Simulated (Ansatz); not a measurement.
ZnSe (zinc blende)

```xyz
4
Lattice="0.0000 5.6655 5.6655 2.8327 0.0000 2.8327 2.8327 2.8327 0.0000" Properties=species:S:1:pos:R:3 pbc="T T T"
Se     4.2491     4.2491     4.2491
Se     4.2491     7.0818     7.0818
Zn     0.0000     0.0000     0.0000
Zn     0.0000     2.8327     2.8327
```

Scan: atom 2 (Se, nearest neighbour Zn at 2.453 Å; its periodic images, 4.0 Å or more away, move with it) is displaced along Cartesian [110], direction (0.707, 0.707, 0.000) in Cartesian axes, by s. The other atoms stay.

Calculation: r2SCAN (plane waves to 500 eV, PAW, scalar-relativistic; Ansatz, a quantum-chemistry and plane-wave program). k mesh 4×8×8 (Γ-centred), Fermi-Dirac smearing 0.05 eV. Energies are smeared free energies. ZnSe was relaxed with its symmetry unable to fall. ΔE is measured from the undisplaced structure.

```tsv
s (Å)	ΔE (meV/cell)
-0.490	848
-0.392	withheld
-0.294	281
-0.196	122
-0.098	30
0.000	0
0.098	30
0.196	122
0.294	281
0.392	withheld
0.490	848
```

Task: Fit an even polynomial form (powers 2, 4) to the given rows and predict ΔE at s = -0.392.

Result: Least squares on the 9 given rows: ΔE = (3097)·s² + (1811)·s⁴, in meV/cell with s in Å; root-mean-square residual 0.2 meV/cell. At -0.392 the fit gives 519 meV/cell; the calculation gives 519 meV/cell, the same to the digits shown. The quadratic term alone would give 476 meV/cell.

(For displaced atoms, the force is minus the slope of the energy, and its curvature is a force constant, which sets phonon frequencies.)
